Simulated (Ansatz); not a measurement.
Co₇Mo₆:
```cif
data_Co21Mo18
_chemical_formula_sum 'Co21 Mo18'
_space_group_name_H-M_alt 'R-3m :H'
_space_group_IT_number 166
_space_group_name_Hall '-R 3 2"'
_cell_length_a 4.69051
_cell_length_b 4.69051
_cell_length_c 25.13421
_cell_angle_alpha 90.000
_cell_angle_beta 90.000
_cell_angle_gamma 120.000
loop_
_atom_site_label
_atom_site_type_symbol
_atom_site_symmetry_multiplicity
_atom_site_Wyckoff_symbol
_atom_site_fract_x
_atom_site_fract_y
_atom_site_fract_z
_atom_site_occupancy
Co1 Co 18 h 0.33400 0.16700 0.07679 1
Co2 Co 3 a 0.00000 0.00000 0.00000 1
Mo1 Mo 6 c 0.00000 0.00000 0.16565 1
Mo2 Mo 6 c 0.00000 0.00000 0.34717 1
Mo3 Mo 6 c 0.00000 0.00000 0.45060 1
```
(The calculation used a cell of 13 atoms; values per cell refer to that cell.)
The run is spin-polarised, in the one order tried: ferromagnetic.

Relaxed at zero pressure with plane-wave PAW PBEsol (Ansatz code).

Question: The volume is lowered by 9 % and shape and atoms relax at that volume. What pressure results, and how do the axes share the change?

Answer: 33.8 GPa; a -3.2 %, b -3.2 %, c -3.0 %; the energy rises by 107 meV/atom.

Question: Give the new structure.

Answer: 
Space group R-3m, hexagonal axes (No. 166); a = b = 4.5427 Å, c = 24.3843 Å, α = β = 90.00°, γ = 120.00°

```tsv
atom	site	symmetry	x	y	z
Co	18h	.m	0.3343	0.1672	0.0764
Co	3a	-3m	0.0000	0.0000	0.0000
Mo	6c	3m	0.0000	0.0000	0.1654
Mo	6c	3m	0.0000	0.0000	0.3475
Mo	6c	3m	0.0000	0.0000	0.4511
```

The phase is kept; no other phase was compared at this pressure.

The workflow started from a Materials Project entry (that database holds measured and hypothetical structures alike); the Crystallography Open Database files this formula in space group No. 166, but the cells were not matched. Its standing as an ambient phase is unchecked. The PBEsol relaxation kept the symmetry of its start; its stability against distortions is not shown here. Magnetic state: ferromagnetic, the only order run, not a proven ground state. Axis ratios of metals converge slowly with the k-mesh, so a and c are less sure than the volume.

Potentials: the later of the program's two PAW sets.
